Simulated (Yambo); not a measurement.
Ba$_{2}$MgWO$_{6}$ (space group Fm-3m, No. 225), G0W0@LDA in Yambo; all else as in the reference (2×2×2 Γ-centred k mesh, bands 3 to 214 and a 7 Ry block in the screening, 214 bands in G with the Bruneval-Gonze terminator, plasmon pole fitted at 27.2 eV). One parameter is varied: the cutoff of the exchange sum, over 5, 10, 20, 40, 84 Ry.

Q: From which value on does the gap Γ → X stay within 0.05 eV of the largest setting?

A: From 40 Ry on.
```tsv
cutoff of the exchange sum (Ry)	G0W0 gap (eV)	valence shift (eV)
5	3.89	2.49
10	4.19	0.71
20	4.32	-0.12
40	4.46	-0.41
84	4.50	-0.46
```
The last step of the sweep still moves the gap by 37 meV; the other settings are held fixed.

Spin-orbit coupling is not included.

Geometry of the Materials Project entry, not relaxed at this level; primitive cell a = 5.8240 Å, b = 5.8240 Å, c = 5.8240 Å, α = 60.00°, β = 60.00°, γ = 60.00°.

A shift is the quasiparticle energy of the state minus its LDA energy.
